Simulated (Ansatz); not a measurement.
BN:
```
BN
1.0
    0.00000     1.75171     1.75171
    1.75171     0.00000     1.75171
    1.75171     1.75171     0.00000
N B
1 1
Direct
  0.00000   0.00000   0.00000
  0.50000   0.50000   0.50000
```

Relaxed with PBE. DFT-PBE in the program Ansatz with PAW potentials gives a gap of 1.13 eV.

Task: What gap does HSE06 give on the same cell (Ansatz, PAW)?

Result: 2.10 eV, 0.97 eV more. The hybrid was solved on a coarser mesh and at special points; its gap is the smallest among all of these.

```
k  v1 PBE  c1 PBE  v1 HSE06  c1 HSE06
-  ------  ------  --------  --------
X   -5.64    1.13     -6.15      2.10
L   -0.68    5.15       ___       ___
W   -6.98    7.01       ___       ___
K   -4.39    3.18       ___       ___
```

Task: Top valence (v1) and lowest conduction level (c1) in eV from each method's valence maximum (which need not be a listed point): supply the withheld HSE06 values.

Result: 
- L, v1 HSE06: -0.73
- L, c1 HSE06: 6.48
- K, v1 HSE06: -4.77
- K, c1 HSE06: 4.33
- W, v1 HSE06: -7.59
- W, c1 HSE06: 8.50

Cost on shared cores: the PBE run (SCF on a 13×13×13 mesh, then bands and DOS) roughly 2.9 core-seconds, the HSE06 run (SCF on 10×10×10, then a few points) roughly 50 core-seconds; the tasks are unlike.

Space group Fm-3m (rock salt). The cell is a constructed one: a structure type filled with these elements; neither database checked (COD, Materials Project) lists it. It is not the phase usual at ambient conditions (space group No. 186, 194, 216). The PBE relaxation kept the symmetry of its start. At this level the phase is dynamically unstable (imaginary phonons).

Potentials: the later of the program's two PAW sets.
